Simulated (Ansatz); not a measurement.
Elements on the sites of an ideal hcp lattice, at a guessed lattice constant:

```xyz
12
Lattice="4.1714 2.4083 0.0000 0.0000 4.8167 4.4495 4.1714 -2.4083 4.4495" Properties=species:S:1:pos:R:3 pbc="T T T"
Ti    5.5618    3.2111    3.3371
Ti    4.1714    5.6194    3.3371
Ti    6.9523    0.8028    3.3371
Ti    4.1714    0.8028    3.3371
Co    5.5619    1.6055    5.5618
Co    4.1714    4.0139    5.5618
Co    2.7809    1.6056    1.1124
Co    2.7809    3.2111    3.3371
Cu    1.3905    4.0139    5.5618
Ag    4.1714   -0.8028    5.5618
Ag    5.5618    3.2111    7.7866
Au    2.7809    1.6056    5.5618
```

Cell and atoms were relaxed without symmetry on coarser meshes and computed once more. Theory: Ansatz 0.2.0, DFT PBE, scalar-relativistic, plane waves, PAW.

Plane waves to 420 eV, a k mesh through Γ of 4×5×5 on the computed 12-atom cell and Gaussian smearing (0.10 eV); collinear spin from starting moments 0 0 0 0 0.38 0 0.12 0.34 0 0 0 0 μB.

The relaxation ran on 3×2×2 (shifted) k points with a smearing of 0.1 eV, from sites shaken by 0.02 Å.

What does the relaxation give?

A volume of 14.26 Å³/atom and no gap on the mesh. The atoms leave their sites by 0.39 Å (root mean square) and 0.57 Å at most, and the cell stretches by up to 39.9 % at fixed volume, so the lattice hasn't survived. One magnetic start was tried.

```
CELL_PARAMETERS angstrom
3.34399 1.93364 0.00214
-1.19530 5.94156 3.84505
4.55183 -4.02173 3.86214
ATOMIC_POSITIONS crystal
Ti 0.87245 0.39880 0.35721
Ti 0.85392 0.70858 0.08594
Ti 0.88164 0.03148 0.70572
Ti 0.39829 0.19284 0.51051
Co 0.68732 0.39518 0.73273
Co 0.60776 0.81997 0.46507
Co 0.59634 0.14594 0.15767
Co 0.37121 0.55397 0.20662
Cu 0.12433 0.95572 0.29671
Ag 0.12848 0.29230 0.95197
Ag 0.36718 0.87165 0.89794
Au 0.12861 0.62164 0.62623
```

The final mesh leaves forces up to 0.13 eV/Å and stresses up to 0.4 GPa: the relaxation ran on a coarser mesh, so the cell's shape, its bonds and its energy belong partly to that mesh.

The k mesh is coarse. Spin-orbit coupling is left out, which matters for the bands of heavy elements.

Cost: 2 runs of about 2.1 core-hours in all (earlier runs that led there not counted), on Arm Neoverse N1 (shared hosts).